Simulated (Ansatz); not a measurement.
SiC (wurtzite, P6_3mc), a = b = 3.056 Å, c = 5.016 Å, α = β = 90.00°, γ = 120.00°.

Relaxed with LDA.

Question: Give the optical modes at the zone centre with their infrared and Raman activity from DFPT, LDA in the plane-wave PAW code Ansatz.

Answer: Transverse frequencies, without the LO–TO term; a row sums one degenerate level.

```csv
ω (cm⁻¹),degeneracy,IR ((D/Å)²/amu),Raman (Å⁴/amu),activity,symmetry
258,2,0.00,0.16,Raman,E2
599,1,0.00,0,silent,B1
768,2,0.00,20,Raman,E2
771,1,45.87,58,IR+Raman,A1
801,2,79.62,17,IR+Raman,E1
841,1,0.00,0,silent,B1
```

Question: How high does the top mode go among those that the LO–TO term moves?

Answer: 972 cm⁻¹ for q along x, 972 cm⁻¹ for q along y, 963 cm⁻¹ for q along z.

Symmetry was held in the LDA relaxation; phonons on a q-mesh show no instability.

Potentials: the earlier of the program's two PAW sets.
